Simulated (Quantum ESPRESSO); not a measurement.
## Si13CAsGa (input and log of a self-consistent run)

A calculation, not a measurement. The program is pw.x of Quantum ESPRESSO 7.5 (plane-wave density functional theory). The cell is made up: 16 atoms on a doubled zincblende/diamond lattice, with randomly drawn elements, strain and displacements, not relaxed. PseudoDojo standard norm-conserving files (v0.5 for PBE, v0.4.1 for LDA and PBEsol) set the functional; there is no spin polarisation, spin-orbit coupling or dispersion term, and the masses in the input are unused placeholders.

Input:

```
&control calculation='scf', pseudo_dir='./dojo.nc.sr.pbe.v0_5.standard.upf', outdir='./o', disk_io='low', tprnfor=.true., tstress=.true. /
&system ibrav=0, nat=16, ntyp=4, nbnd=52, ecutwfc=84.00895049, nosym=.true., tot_charge=0,
 occupations='smearing', smearing='fd', degauss=0.0073498644
/
&electrons conv_thr=7.350e-09, electron_maxstep=60, /
ATOMIC_SPECIES
As 1.0 As.upf
C 1.0 C.upf
Ga 1.0 Ga.upf
Si 1.0 Si.upf
CELL_PARAMETERS angstrom
5.3596 0.0 0.0
0.0 5.3596 0.0
0.0 0.0 10.7192
ATOMIC_POSITIONS angstrom
Si -0.0684 -0.0088 -0.0531
C 0.0416 2.7068 2.6622
Si 2.6738 -0.0003 2.7102
Si 2.6813 2.6935 0.0063
As 0.0421 -0.0024 5.3954
Si -0.006 2.7186 8.0545
Si 2.7352 -0.0301 8.0066
Si 2.7133 2.6472 5.3652
Ga 1.3336 1.3659 1.3488
Si 1.3024 4.0249 4.0389
Si 4.0433 1.3807 4.0297
Si 4.013 3.9839 1.3221
Si 1.3748 1.3008 6.6373
Si 1.3905 3.9901 9.427
Si 4.0283 1.3581 9.3257
Si 4.0087 3.9933 6.7368
K_POINTS automatic
6 6 4 1 1 1
```

The log is shortened where brackets say so; the opening notice, blank lines, dates and the lines on written files are dropped, and the path of the files is cut. It prints rydbergs, bohrs and kilobars, and counts compression as positive stress.

```
     Program PWSCF v.7.5
     Parallel version (MPI & OpenMP), running on       4 processor cores
     Number of MPI processes:                 4
     Threads/MPI process:                     1
     [start-up lines left out]
     bravais-lattice index     =            0
     lattice parameter (alat)  =      10.1282  a.u.
     unit-cell volume          =    2077.8956 (a.u.)^3
     number of atoms/cell      =           16
     number of atomic types    =            4
     number of electrons       =        84.00
     number of Kohn-Sham states=           52
     kinetic-energy cutoff     =      84.0090  Ry
     charge density cutoff     =     336.0358  Ry
     scf convergence threshold =      7.3E-09
     mixing beta               =       0.7000
     number of iterations used =            8  plain     mixing
     Exchange-correlation= PBE
                           (   1   4   3   4   0   0   0)
     [axes and pseudopotential details left out]
   Cartesian axes
     site n.     atom                  positions (alat units)
         1        Si     tau(   1) = (  -0.0127621  -0.0016419  -0.0099075  )
         2        C      tau(   2) = (   0.0077618   0.5050377   0.4967162  )
         3        Si     tau(   3) = (   0.4988805  -0.0000560   0.5056721  )
         4        Si     tau(   4) = (   0.5002799   0.5025562   0.0011755  )
         5        As     tau(   5) = (   0.0078551  -0.0004478   1.0066796  )
         6        Si     tau(   6) = (  -0.0011195   0.5072393   1.5028174  )
         7        Si     tau(   7) = (   0.5103366  -0.0056161   1.4938801  )
         8        Si     tau(   8) = (   0.5062505   0.4939175   1.0010449  )
         9        Ga     tau(   9) = (   0.2488245   0.2548511   0.2516606  )
        10        Si     tau(  10) = (   0.2430032   0.7509702   0.7535824  )
        11        Si     tau(  11) = (   0.7544033   0.2576125   0.7518658  )
        12        Si     tau(  12) = (   0.7487499   0.7433204   0.2466789  )
        13        Si     tau(  13) = (   0.2565117   0.2427047   1.2383947  )
        14        Si     tau(  14) = (   0.2594410   0.7444772   1.7588999  )
        15        Si     tau(  15) = (   0.7516046   0.2533958   1.7399993  )
        16        Si     tau(  16) = (   0.7479476   0.7450743   1.2569595  )
     number of k points=    72  Fermi-Dirac smearing, width (Ry)=  0.0073
                       cart. coord. in units 2pi/alat
        k(    1) = (   0.0833333   0.0833333   0.0625000), wk =   0.0277778
        k(    2) = (   0.0833333   0.0833333   0.1875000), wk =   0.0277778
     [further k points left out]
     Dense  grid:   216235 G-vectors     FFT dimensions: (  60,  60, 120)
     Estimated max dynamical RAM per process >     753.65 MB
     Estimated total dynamical RAM >       2.79 GB
     Initial potential from superposition of free atoms
     starting charge      83.9891, renormalised to      84.0000
     Starting wfcs are   74 randomized atomic wfcs
     total cpu time spent up to now is       30.1 secs
     per-process dynamical memory:   628.3 Mb
     Self-consistent Calculation
     iteration #  1     ecut=    84.01 Ry     beta= 0.70
     Davidson diagonalization with overlap
     ethr =  1.00E-02,  avg # of iterations =  3.2
     total cpu time spent up to now is       94.5 secs
     total energy              =    -486.46847047 Ry
     estimated scf accuracy    <       0.88270617 Ry
     iteration #  2     ecut=    84.01 Ry     beta= 0.70
     Davidson diagonalization with overlap
     ethr =  1.05E-03,  avg # of iterations =  7.6
     total cpu time spent up to now is      166.8 secs
     total energy              =    -485.20011953 Ry
     estimated scf accuracy    <      12.76254142 Ry
     iteration #  3     ecut=    84.01 Ry     beta= 0.70
     Davidson diagonalization with overlap
     ethr =  1.05E-03,  avg # of iterations =  7.1
     total cpu time spent up to now is      238.5 secs
     total energy              =    -486.71970248 Ry
     estimated scf accuracy    <       0.85381113 Ry
     iteration #  4     ecut=    84.01 Ry     beta= 0.70
     Davidson diagonalization with overlap
     ethr =  1.02E-03,  avg # of iterations =  2.1
     total cpu time spent up to now is      284.3 secs
     total energy              =    -486.82882459 Ry
     estimated scf accuracy    <       0.15220856 Ry
     iteration #  5     ecut=    84.01 Ry     beta= 0.70
     Davidson diagonalization with overlap
     ethr =  1.81E-04,  avg # of iterations =  4.4
     total cpu time spent up to now is      333.2 secs
     total energy              =    -486.83663875 Ry
     estimated scf accuracy    <       0.03947674 Ry
     [iterations 6 to 9 left out]
     iteration # 10     ecut=    84.01 Ry     beta= 0.70
     Davidson diagonalization with overlap
     ethr =  1.29E-07,  avg # of iterations =  2.3
     total cpu time spent up to now is      590.7 secs
     total energy              =    -486.84148696 Ry
     estimated scf accuracy    <       0.00002897 Ry
     iteration # 11     ecut=    84.01 Ry     beta= 0.70
     Davidson diagonalization with overlap
     ethr =  3.45E-08,  avg # of iterations =  2.6
     total cpu time spent up to now is      634.3 secs
     total energy              =    -486.84148801 Ry
     estimated scf accuracy    <       0.00000487 Ry
     iteration # 12     ecut=    84.01 Ry     beta= 0.70
     Davidson diagonalization with overlap
     ethr =  5.80E-09,  avg # of iterations =  4.3
     total cpu time spent up to now is      683.9 secs
     total energy              =    -486.84148918 Ry
     estimated scf accuracy    <       0.00000089 Ry
     iteration # 13     ecut=    84.01 Ry     beta= 0.70
     Davidson diagonalization with overlap
     ethr =  1.05E-09,  avg # of iterations =  2.0
     total cpu time spent up to now is      724.7 secs
     total energy              =    -486.84148928 Ry
     estimated scf accuracy    <       0.00000004 Ry
     iteration # 14     ecut=    84.01 Ry     beta= 0.70
     Davidson diagonalization with overlap
     ethr =  5.17E-11,  avg # of iterations =  4.7
     total cpu time spent up to now is      780.2 secs
     End of self-consistent calculation
          k = 0.0833 0.0833 0.0625 ( 26997 PWs)   bands (ev):
   -29.6442 -29.6344 -29.6195 -29.6143 -29.6090  -7.0785  -7.0567  -7.0085
    -6.9747  -6.9707  -6.7601  -4.6724  -4.0060  -3.1581  -2.0343  -1.7765
    -1.5936  -1.2852  -1.0036  -0.7667  -0.5250  -0.3500   0.7157   2.0156
     2.2959   2.5734   2.7770   3.1800   3.2979   3.5285   3.6729   3.8738
     3.9843   4.1757   4.3821   4.6266   4.7465   5.1968   5.4458   6.3505
     6.8092   6.9013   7.1939   7.4451   7.6066   7.8900   8.0777   8.1717
     8.5116   8.6960   9.3566   9.6183
     [levels at the other k points left out]
     the Fermi energy is     7.1346 ev
!    total energy              =    -486.84148929 Ry
     estimated scf accuracy    <          4.8E-09 Ry
     smearing contrib. (-TS)   =      -0.00264281 Ry
     internal energy E=F+TS    =    -486.83884649 Ry
     The total energy is F=E-TS. E is the sum of the following terms:
     one-electron contribution =    -243.85573834 Ry
     hartree contribution      =     164.98289744 Ry
     xc contribution           =    -133.74322628 Ry
     ewald contribution        =    -274.22277931 Ry
     convergence has been achieved in  14 iterations
     Forces acting on atoms (cartesian axes, Ry/au):
     atom    1 type  4   force =     0.02571552   -0.00088567    0.01997354
     atom    2 type  2   force =    -0.02244305    0.01400324    0.02984419
     atom    3 type  4   force =     0.01528150   -0.00673589    0.00077163
     atom    4 type  4   force =     0.02013639   -0.02868429   -0.00162576
     atom    5 type  1   force =    -0.04512796   -0.00619008   -0.01964777
     atom    6 type  4   force =     0.04615929   -0.02728786   -0.01342641
     atom    7 type  4   force =    -0.04253731    0.02121181    0.01967028
     atom    8 type  4   force =    -0.01980809    0.02342302   -0.01198963
     atom    9 type  3   force =    -0.05710071    0.03023680    0.03927426
     atom   10 type  4   force =    -0.01376786   -0.09474319   -0.09655174
     atom   11 type  4   force =     0.05292174    0.04720956   -0.09857119
     atom   12 type  4   force =     0.05740495   -0.03326712    0.07756450
     atom   13 type  4   force =     0.02045864    0.03773123    0.07680443
     atom   14 type  4   force =    -0.01602987    0.03199695   -0.02605234
     atom   15 type  4   force =    -0.02206398    0.00338467    0.01414538
     atom   16 type  4   force =     0.00080081   -0.01140318   -0.01018337
     Total force =     0.270947     Total SCF correction =     0.000194
     Computing stress (Cartesian axis) and pressure
          total   stress  (Ry/bohr**3)                   (kbar)     P=       30.35
   0.00020227  -0.00000475   0.00000530           29.75       -0.70        0.78
  -0.00000475   0.00022580  -0.00000387           -0.70       33.22       -0.57
   0.00000530  -0.00000387   0.00019098            0.78       -0.57       28.09
     init_run     :     24.11s CPU     25.56s WALL (       1 calls)
     electrons    :    736.53s CPU    750.13s WALL (       1 calls)
     forces       :     12.89s CPU     13.02s WALL (       1 calls)
     stress       :     40.53s CPU     42.21s WALL (       1 calls)
     [timing details left out]
     PWSCF        :  13m38.87s CPU  13m56.19s WALL
     JOB DONE.
```

In other units: free energy -6623.816 eV for the cell, pressure 3.04 GPa, largest force component 2.534 eV/Å. A rerun of this cell at a cutoff of 1437 eV and k mesh 8 x 8 x 6 moved values by no more than 0.002 eV in energy, 0.02 GPa in stress and 0.005 eV/Å in force.